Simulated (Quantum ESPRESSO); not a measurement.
## K₄BrCl₃ (changed cell): field gradients at the nuclei

```yaml
crystal:
  lattice:
    - [6.46591, 0.00000, 0.00000]
    - [0.00000, 6.46591, 0.00000]
    - [0.00000, 0.00000, 6.46591]
  atoms:
    - { symbol: K, position: [0.00000, 0.00000, 0.00000] }
    - { symbol: Br, position: [0.50000, 0.00000, 0.00000] }
    - { symbol: K, position: [0.00000, 0.50000, 0.50000] }
    - { symbol: Cl, position: [0.50000, 0.50000, 0.50000] }
    - { symbol: K, position: [0.50000, 0.00000, 0.50000] }
    - { symbol: Cl, position: [0.00000, 0.00000, 0.50000] }
    - { symbol: K, position: [0.50000, 0.50000, 0.00000] }
    - { symbol: Cl, position: [0.00000, 0.50000, 0.00000] }
```
The cell was made here from a computed Materials Project entry: one of 4 Cl replaced by Br, cell and atoms relaxed (PBE without dispersion, pw.x of a modified build of Quantum ESPRESSO, symmetry kept). The parent is KCl in Fm-3m. The swapped cell is a model, not a known phase. Stability against distortions was not tested.

Principal values are ordered |Vxx| ≤ |Vyy| ≤ |Vzz|, η = (Vxx − Vyy)/Vzz, and C_Q = eQVzz/h is given by its size. Cores are frozen. Against all-electron runs on small test molecules, this scheme's |Vzz| missed by +10 % on K. Static lattice: thermal averaging is not included.

Quadrupole moments taken as inputs (sizes, barn, from the tables of PySCF and pymatgen): ³⁹K 0.0585, ⁷⁹Br 0.313, ³⁵Cl 0.0817.

What do the calculations give at each independent site (field gradients by a PBE PAW density (pw.x of Quantum ESPRESSO, JTH datasets) with the all-electron reconstruction of Petrilli and co-workers, 25 Ha, k-mesh 4×4×4 through Γ)?


| site | site symmetry | Vzz (10²¹ V/m²) | η_Q | ∣C_Q∣ (MHz) |
|---|---|---|---|---|
| K1 (atoms 1, 5, 7) | 4/mmm | -0.24 | 0.00 | 0.34 (³⁹K) |
| Br (atom 2) | m-3m | 0 | – | 0 (⁷⁹Br) |
| K2 (atom 3) | m-3m | 0 | – | 0 (³⁹K) |
| Cl (atoms 4, 6, 8) | 4/mmm | under 0.2 | – | under 0.38 (³⁵Cl) |
